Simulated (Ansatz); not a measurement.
Input file for Ansatz (a first-principles code):

Ansatz 0.2 input:
```yaml
crystal:
  lattice:
    - [6.9016062917, 1.9198564131, 0.0]
    - [-6.9016062917, 1.9198564131, 0.0]
    - [-0.745168216, 0.0, 6.2821075115]
  atoms:
    - { symbol: Si, position: [0.0553039312, 0.9446960688, 0.8733469566] }
    - { symbol: Si, position: [0.9446960688, 0.0553039312, 0.1266530434] }
    - { symbol: Si, position: [0.5590796579, 0.4409203421, 0.6532937772] }
    - { symbol: Si, position: [0.4409203421, 0.5590796579, 0.3467062228] }
    - { symbol: Si, position: [0.212530421, 0.787469579, 0.0569981689] }
    - { symbol: Si, position: [0.787469579, 0.212530421, 0.9430018311] }
    - { symbol: Si, position: [0.7270381999, 0.2729618001, 0.5857293751] }
    - { symbol: Si, position: [0.2729618001, 0.7270381999, 0.4142706249] }
kpoints:
  mp_grid: { grid: [7, 7, 4] }
basis: { xc_grid: 2 }
hamiltonian:
  xc: pbesol
  pseudopotentials: { azcp: { folder: ./paw }, kind: paw }
scf:
  occupations: { method: fixed }
output:
  optics: { e_range: [0.0, 15.0], de: 0.05, sigma: 0.1, bands: { spectra_wanted_up_to: 12 eV } }
```

Output (shortened):

```
output.optics: the spectra are integrated over the Brillouin zone by k·p interpolation around the k-points, where levels, occupations, output.optics.sigma and …
Pseudopotential: Si, paw, valence charge 4
Functional definition: PBEsol
Crystal: 8 atoms, lattice volume = 166.477 Å³
Basis set: ecut = 420 eV, 3247 PW (Γ), exchange–correlation on 96×96×90 points (8 copies of the dense FFT grid, shifted against one another)
Bands: 24, of which v1, the nominal top of the filled ones, is band 16 counted from 1 (15 counted from 0)
Symmetry: 4 space group operations
Space group: C2/m (ITA 12), of the structure as read, at distance tolerance 5.5e-5 Å
k-points: 60 of 196
SCF iter   1: F=—  HF=-4972.408757 eV  |F-HF|=—  |Δ(HF+E_count)|=         —  Δρ=4.49e-2  dr2=3.54e0  ethr=3.10e-3  ⟨swp⟩=5.0  Hψ=7034  notcnv=0  defer=251
preconditioner: auto → Resta (q_TF=auto, 2.073 Å⁻¹)
SCF iter   2: F=—  HF=-4971.688067 eV  |F-HF|=—  |Δ(HF+E_count)|=   7.21e-1  Δρ=2.51e-2  dr2=1.12e0  ethr=3.10e-3  ⟨swp⟩=2.4  Hψ=2257  notcnv=0  defer=340
SCF iter   3: F=—  HF=-4971.373793 eV  |F-HF|=—  |Δ(HF+E_count)|=   3.14e-1  Δρ=2.33e-3  dr2=1.29e-2  ethr=3.10e-3  ⟨swp⟩=2.9  Hψ=2303  notcnv=0  defer=351
SCF iter   4: F=—  HF=-4971.380095 eV  |F-HF|=—  |Δ(HF+E_count)|=   6.30e-3  Δρ=5.93e-4  dr2=1.47e-3  ethr=4.03e-5  ⟨swp⟩=2.8  Hψ=2122  notcnv=0  defer=360
SCF iter   5: F=—  HF=-4971.381112 eV  |F-HF|=—  |Δ(HF+E_count)|=   1.02e-3  Δρ=1.57e-4  dr2=6.11e-5  ethr=4.60e-6  ⟨swp⟩=2.2  Hψ=2149  notcnv=0  defer=360
SCF iter   6: F=—  HF=-4971.381229 eV  |F-HF|=—  |Δ(HF+E_count)|=   1.16e-4  Δρ=3.81e-5  dr2=4.74e-6  ethr=1.91e-7  ⟨swp⟩=2.0  Hψ=2195  notcnv=0  defer=356
SCF iter   7: F=—  HF=-4971.381233 eV  |F-HF|=—  |Δ(HF+E_count)|=   3.94e-6  Δρ=1.02e-5  dr2=3.09e-7  ethr=1.48e-8  ⟨swp⟩=2.2  Hψ=2074  notcnv=0  defer=323
SCF iter   8: F=—  HF=-4971.381210 eV  |F-HF|=—  |Δ(HF+E_count)|=   2.24e-5  Δρ=1.83e-6  dr2=7.78e-9  ethr=9.64e-10  ⟨swp⟩=2.0  Hψ=2356  notcnv=0  defer=234
SCF iter  11: F=-4971.381210 eV  HF=-4971.381210 eV  |F-HF|=9.09e-13  |Δ(HF+E_count)|=  1.27e-11  Δρ=1.69e-8  dr2=7.79e-13  ethr=1.00e-12  ⟨swp⟩=12.9  Hψ=8483  notcnv=0
SCF 1 converged in 11 iterations: F = -4971.381210 eV  dr2 = 7.79e-13
NSCF: frozen V_eff on 60 k-points
Optics k sum: 0 of 60 k-points
Optics k sum: 3 of 60 k-points
Optics k sum: 6 of 60 k-points
Optics k sum: 9 of 60 k-points
Optics k sum: 12 of 60 k-points
Optics k sum: 15 of 60 k-points
Optics k sum: 18 of 60 k-points
Optics k sum: 21 of 60 k-points
Optics k sum: 24 of 60 k-points
Optics k sum: 27 of 60 k-points
Optics k sum: 30 of 60 k-points
Optics k sum: 33 of 60 k-points
Optics k sum: 36 of 60 k-points
Optics k sum: 39 of 60 k-points
Optics k sum: 42 of 60 k-points
Optics k sum: 45 of 60 k-points
Optics k sum: 48 of 60 k-points
Optics k sum: 51 of 60 k-points
Optics k sum: 54 of 60 k-points
Optics k sum: 57 of 60 k-points
Optics k sum: 60 of 60 k-points
Optics k sum: 0 of 60 k-points
Optics k sum: 3 of 60 k-points
Optics k sum: 6 of 60 k-points
Optics k sum: 9 of 60 k-points
Optics k sum: 12 of 60 k-points
Optics k sum: 15 of 60 k-points
Optics k sum: 18 of 60 k-points
Optics k sum: 21 of 60 k-points
Optics k sum: 24 of 60 k-points
Optics k sum: 27 of 60 k-points
Optics k sum: 30 of 60 k-points
Optics k sum: 33 of 60 k-points
Optics k sum: 36 of 60 k-points
Optics k sum: 39 of 60 k-points
Optics k sum: 42 of 60 k-points
Optics k sum: 45 of 60 k-points
Optics k sum: 48 of 60 k-points
Optics k sum: 51 of 60 k-points
Optics k sum: 54 of 60 k-points
Optics k sum: 57 of 60 k-points
Optics k sum: 60 of 60 k-points
NSCF: frozen V_eff on 1 k-points
NSCF: frozen V_eff on 1 k-points
NSCF: frozen V_eff on 1 k-points
NSCF: frozen V_eff on 1 k-points
NSCF: frozen V_eff on 1 k-points
NSCF: frozen V_eff on 1 k-points
NSCF: frozen V_eff on 1 k-points
output.optics: what the bands over the 55 summed would add to eps1, eps2 and the energy-loss function is held between a lower and an upper bound (9 Lanczos …
SCF converged after 11 iterations
Free energy (F): -4971.381210 eV
Harris-Foulkes:  -4971.381210 eV  (|F-HF|=9.09e-13)
Internal energy: -4971.381210 eV  (E = F + TS)
E sigma→0 (E₀):  -4971.381210 eV
Fermi energy:    5.978749 eV
--- Per-component energies (eV) ---
  E_band       = 22.368893
  E_kinetic    = 323.743957
  E_local      = -258.778744  (includes V_loc(G=0)·N_el)
  E_nonlocal   = 183.254369
  E_hartree    = 84.188683
  E_xc         = -446.686753
  E_vxc        = -381.562157  (∫ρ·V_xc dr)
  E_paw        = -3981.898745  (= ΣΔE_a)
  E_vpaw       = -12.666198  (= ΣTr[D̂ρ^β])
  E_aug_tail   = 0.000300  (compensation charges beyond the density's cutoff)
  E_ewald      = -875.456763
  E_core_change = 0.252486  (= ΣΔE_core)
  E_smearing   =  0.000000  (= −TS)
  E_closure    = 0.000000  (closes the sum)
  Σ components = -4971.381210   (vs F -4971.381210, Δ=0.00e0)
  [band-id]    e_kinetic+e_local+e_nonlocal+2·e_hartree+e_vxc+e_vpaw+e_augmentation_tail = 22.368894   (vs E_band 22.368893, Δ=6.83e-7)
--- Band table (eV; the first three rows and the last of 60) ---
  k-point 0: bands = ["-6.2658", "-3.9963", "-3.8005", "-3.2219", "-1.3594", "-0.8304", "0.6532", "1.3797", "2.4520", "3.1379", "3.6645", "4.7946", "5.0892", "5.2038", "5.5989", "5.9787", "6.4032", "7.3772", "7.5806", "7.8472", "8.1467", "8.3792", "8.9826", "9.0383"]
  k-point 1: bands = ["-6.0754", "-4.5799", "-3.8558", "-2.9512", "-1.4369", "-0.5373", "0.8732", "1.3892", "3.2772", "3.4932", "3.7514", "3.9406", "4.3976", "4.7638", "5.2711", "5.4436", "6.5648", "7.4203", "7.8536", "8.0653", "8.2429", "8.7496", "9.0201", "9.0860"]
  k-point 2: bands = ["-5.6460", "-5.3191", "-3.6092", "-3.1641", "-1.0538", "-0.8804", "1.6236", "2.2665", "2.9048", "2.9739", "3.5238", "3.7714", "4.5152", "4.6345", "4.9038", "5.0024", "6.7859", "7.1651", "7.6772", "8.4506", "8.4624", "8.7611", "8.8079", "9.6412"]
  k-point 59: bands = ["-5.7722", "-5.0966", "-3.7510", "-3.3249", "-1.2424", "0.4911", "1.0349", "1.8781", "2.7664", "3.0256", "3.4920", "3.9923", "4.2180", "4.4477", "4.5885", "5.3708", "6.2500", "7.1710", "7.9289", "8.1751", "8.7590", "8.9460", "9.0318", "9.1579"]
```

Cost: about 6 core-minutes (a rough figure) on shared cores.

The first step of the workflow began from a Materials Project structure, measured or hypothetical; the Crystallography Open Database copy checked does not list it. It is not the phase usual at ambient conditions (space group No. 227). The PBEsol relaxation kept the symmetry of its start; its stability against distortions is not shown here.

Potentials: the earlier of the program's two PAW sets.

Ansatz is a plane-wave DFT program.
